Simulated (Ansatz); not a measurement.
Relaxed ZnSe (zinc blende):

```
ZnSe
1.0
    0.00000     2.86650     2.86650
    2.86650     0.00000     2.86650
    2.86650     2.86650     0.00000
Se Zn
1 1
Direct
  0.75000   0.75000   0.75000
  0.00000   0.00000   0.00000
```

The numbers are results of PBE (plane waves to 420 eV, PAW, scalar-relativistic; Ansatz, an electronic-structure program), not measurements. k mesh 8×8×8 (Γ-centred), Fermi-Dirac smearing 0.05 eV. ZnSe was relaxed with its symmetry unable to fall.

One atom of the cell was then moved (with its periodic images), all else fixed, and the forces (eV/Å) came out as:

```csv
atom,Fx,Fy,Fz
Se1,-1.406,0.000,0.000
Zn2,1.406,0.000,0.000
```

With two atoms only their relative shift counts; take Se1 as fixed.

Problem. Which atom was moved, and by which vector (Å)?

Solution. Zn2, by (-0.30, 0.00, 0.00), 0.30 Å in all.

(A displaced cell: forces are minus the slopes of the energy, force constants its curvatures, and phonons follow from these.)
